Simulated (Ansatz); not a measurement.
Structure relaxation, Bi2Se3

The start is a randomly generated symmetric cell of Bi2Se3 (space group No. 71). The cell and all atomic positions are relaxed at zero pressure with r2SCAN (plane waves to 500 eV, PAW, scalar-relativistic; Ansatz, a program for electronic structure). The first steps use a coarse 5×5×5 k-mesh.

Starting cell:
```
CELL_PARAMETERS angstrom
     -2.74037     3.64883     3.72201
      2.74037    -3.64883     3.72201
      2.74037     3.64883    -3.72201
ATOMIC_POSITIONS crystal
  Bi 0.50000 0.50000 0.00000
  Bi 0.00000 0.50000 0.50000
  Se 0.88578 0.00000 0.88578
  Se 0.11422 0.00000 0.11422
  Se 0.50000 0.00000 0.50000
```

**Question.** Does the structure survive the relaxation? Give the final space group.

**Answer.** The space group goes from Immm (No. 71) to I4/mmm (No. 139), with 5 atoms in the primitive cell.

**Question.** How much energy is released per atom?

**Answer.** About 2.1 eV/atom.

**Question.** How does the volume per atom move from start to end?

**Answer.** -0.9 %, from 29.77 to 29.50 Å³/atom.

**Question.** How do the shortest distances between atoms change?

**Answer.** The closest pairs of elements (up to four, under 3.6 Å), start → end: Se–Se 1.67 → 2.45 Å; Bi–Se 2.74 → 2.90 Å.

**Question.** What does it relax into? Give the structure.

**Answer.** 
Space group I4/mmm (No. 139); a = 5.7987 Å, b = 5.7987 Å, c = 8.7731 Å, α = 90.00°, β = 90.00°, γ = 90.00°

| atom | site | symmetry | x | y | z |
|---|---|---|---|---|---|
| Bi | 4c | mmm. | 0.0000 | 0.5000 | 0.0000 |
| Se | 4e | 4mm | 0.0000 | 0.0000 | 0.1396 |
| Se | 2b | 4/mmm | 0.0000 | 0.0000 | 0.5000 |
(The calculation used a cell of 5 atoms; values per cell refer to that cell.)

Final values are on a 11×11×11 k-mesh of the relaxed cell. The start holds a very short contact (Se–Se 1.67 Å). The relaxed cell holds bonded Se–Se pairs (2.45 Å). No spin polarisation in the result.

The run could not lose the symmetry of its start, so the end can be a saddle point.

The relaxed structure here is a generated cell of Bi2Se3: the first start was made by a random draw of sites in a space group, and the end was not matched to a known phase here, so it may be hypothetical. Known forms of Bi2Se3 include space group No. 166.
